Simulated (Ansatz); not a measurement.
A relaxed structure of YN is spoiled in several ways and relaxed again each time (noise and exchanges are one random draw each; squeezed and stretched starts keep its symmetry, which their runs cannot lower; pressure is positive under compression). All values below come from r2SCAN (plane waves to 500 eV, PAW, scalar-relativistic; Ansatz, a first-principles code).

```cif
data_N4Y4
_chemical_formula_sum 'N4 Y4'
_space_group_name_H-M_alt 'Fm-3m'
_space_group_IT_number 225
_space_group_name_Hall '-F 4 2 3'
_cell_length_a 4.89549
_cell_length_b 4.89549
_cell_length_c 4.89549
_cell_angle_alpha 90.000
_cell_angle_beta 90.000
_cell_angle_gamma 90.000
loop_
_atom_site_label
_atom_site_type_symbol
_atom_site_symmetry_multiplicity
_atom_site_Wyckoff_symbol
_atom_site_fract_x
_atom_site_fract_y
_atom_site_fract_z
_atom_site_occupancy
N1 N 4 a 0.00000 0.00000 0.00000 1
Y1 Y 4 b 0.50000 0.50000 0.50000 1
```
(The calculation used a cell of 2 atoms; values per cell refer to that cell.)

One start gave a first pressure of +125 GPa, a largest first force of 0.00 eV/Å and released 1.27 eV/atom. Which change was it?
A. with every coordinate shifted by Gaussian noise of σ = 0.1 Å
B. stretched uniformly to 150 % of its volume
C. squeezed uniformly to 70 % of its volume

C, squeezed uniformly to 70 % of its volume. All starts:

```tsv
change	first pressure (GPa)	largest first force (eV/Å)	released (eV/atom)	moves	outcome	final group	E − E(parent) (eV/atom)
stretched uniformly to 150 % of its volume	-29.2	0.00	0.95	6	returns to the parent	Fm-3m	0.000
squeezed uniformly to 70 % of its volume	124.9	0.00	1.27	8	returns to the parent	Fm-3m	0.000
with every coordinate shifted by Gaussian noise of σ = 0.1 Å	3.9	1.09	0.066	4	returns to the parent	Fm-3m	0.000
```

First-step values come from each run's starting k-mesh (10×10×10, 13×13×13, 12×12×12). The runs use different k-meshes, so differences are rounded accordingly. No spin polarisation in the result.
